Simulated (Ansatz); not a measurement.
# What DFT gives for K₂TeBr₆

```
K Te Br
1.0
     0.00000    5.39573    5.39573
     5.39573    0.00000    5.39573
     5.39573    5.39573    0.00000
K Te Br
2 1 6
Direct
  0.25000 0.25000 0.25000
  0.75000 0.75000 0.75000
  0.00000 0.00000 0.00000
  0.75320 0.24680 0.24680
  0.24680 0.75320 0.24680
  0.24680 0.75320 0.75320
  0.75320 0.24680 0.75320
  0.24680 0.24680 0.75320
  0.75320 0.75320 0.24680
```

Level: r2SCAN, no spin polarisation; 500 eV; 4×4×4 Γ-centred mesh; cold occupations (width 0.0448 eV); Ansatz 0.2.0, fixed geometry.

(1) Is there a gap, and of what kind?

(2) Is the cell too large or too small?

(3) Describe some of the short contacts.

(4) Where is the largest force?

Origin: a database entry at a rescaled volume. Caveats: no spin-orbit coupling, which can shift this gap by tenths of an eV.

Answers

(1) The gap is 2.24 eV, indirect (the least direct gap found is 2.51 eV). A semilocal functional usually gives too small a gap.

(2) The pressure is 1.0 GPa (compression positive), so with the atoms held at these fractions the cell would first expand.

(3) Te–Br at 2.66 Å: least valence density 0.46 e/Å³ and ELF 0.52 there. K–Br at 3.82 Å: least valence density 0.02 e/Å³ and ELF 0.01 there, so no covalent bond. Both are smooth PAW fields, read partly inside the augmentation spheres.

(4) The largest is on Br5 (and as large on other atoms): 0.49 eV/Å, components (0.00, 0.49, 0.00). It makes 180° with the line to a nearest neighbour, Te3 at 2.66 Å, pointing away from it.
